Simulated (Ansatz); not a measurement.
Here is the system:

BN:
```
BN
1.0
    2.52881     0.00000     0.00000
   -1.26440     2.19001     0.00000
    0.00000     0.00000    12.44325
B N
6 6
Cartesian
  0.00000   0.00000   0.00085
  0.00000   0.00000   6.22247
  1.26440   0.73000  10.36087
  0.00000   1.46001   4.13924
  1.26440   0.73000   2.07250
  0.00000   1.46001   8.29412
  0.00000   0.00000  10.88043
  0.00000   0.00000   4.65880
  1.26440   0.73000   8.81084
  0.00000   1.46001   2.58922
  1.26440   0.73000   0.52186
  0.00000   1.46001   6.74348
```

This is the LDA-relaxed structure. Cartesian axes are those of the cell as given.

Task: All from plane-wave PAW LDA (Ansatz code), unless another level is named. Give the Poisson's ratio.

Result: 0.12.

Task: What about the vibrational entropy at 300 K?

Result: 3.3 J/(K·mol of atoms).

Task: Give the piezoelectric stress constants (proper, relaxed ions, C/m²).

Result: e15 = e24 = -0.37, e31 = e32 = -0.38, e33 = 0.85.

Task: Give the zero-point energy.

Result: 160.5 meV/atom.

Space group P6_3mc. The cell is a constructed one: a structure type filled with these elements. Its sites differ from those of the usual phase in this space group: another stacking or structure type. The cell was relaxed with LDA under the symmetry of its start; phonons on a q-mesh show no instability.

Potentials: the later of the program's two PAW sets.
